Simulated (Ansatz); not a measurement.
All numbers below come from DFT PBE, scalar-relativistic, plane waves, PAW (Ansatz 0.2.0). Settings: cutoff 420 eV, Γ-centred meshes spaced at most about 0.3 Å⁻¹, and about 0.25 Å⁻¹ or finer for metals (2π included), Gaussian smearing. No spin polarisation in the final relaxations.

These are static total energies at zero pressure.

Two relaxed structures of Al₅Cl₂:

A. Space group P6/mmm (No. 191), hexagonal, a = 5.543 Å, c = 5.345 Å. Around Al on a site of symmetry 6/mmm lie 2 Al at 2.67 Å and 6 Cl at 3.20 Å; around Al on a second site of symmetry 6/mmm lie 8 Al at 2.67–2.77 Å; around Al on a site of symmetry mmm lie 6 Al at 2.77 Å and 4 Cl at 3.11 Å; Cl is surrounded by 9 Al at 3.11–3.20 Å and 3 Cl at 3.20 Å.

B. Space group P4/mmm (No. 123), tetragonal, a = 5.034 Å, c = 5.900 Å. Al on a site of symmetry 2mm has 4 Al at 2.87–3.03 Å, 4 Cl at 2.90–2.94 Å and 4 Al at 3.56 Å; Al on a site of symmetry 4/mmm has 8 Al at 2.90 Å and 4 Cl at 3.56 Å; around Cl on its first site lie 8 Al at 2.90 Å, 2 Cl at 2.95 Å and 4 Al at 3.56 Å; around Cl on its second site lie 8 Al at 2.94 Å and 2 Cl at 2.95 Å.

Problem. Which form is favoured at zero pressure, and by what margin per atom?

Solution. A is lower, by 195 meV/atom. A has space group P6/mmm (No. 191), 20.3 Å³/atom and no gap on its mesh; B has space group P4/mmm (No. 123), 21.4 Å³/atom and no gap. Counting Al atoms around Cl (those within 1.25 times the shortest such distance or 1.15 times the sum of covalent radii; the shortest distance is added where it is long for a bond; a slash parts the counts of unlike sites), A has Cl 9 from 3.1 Å and B has Cl 8 from 2.9 Å/8+4 from 2.9 Å. The denser one is the lower, and pressure would at first widen the difference. Both come from invented guesses.

In P6/mmm, P4/mmm an odd number of electrons in the primitive cell allows no gap without spin; a larger cell or a magnetic state could open one. Cells relaxed within their symmetry can be saddle points.
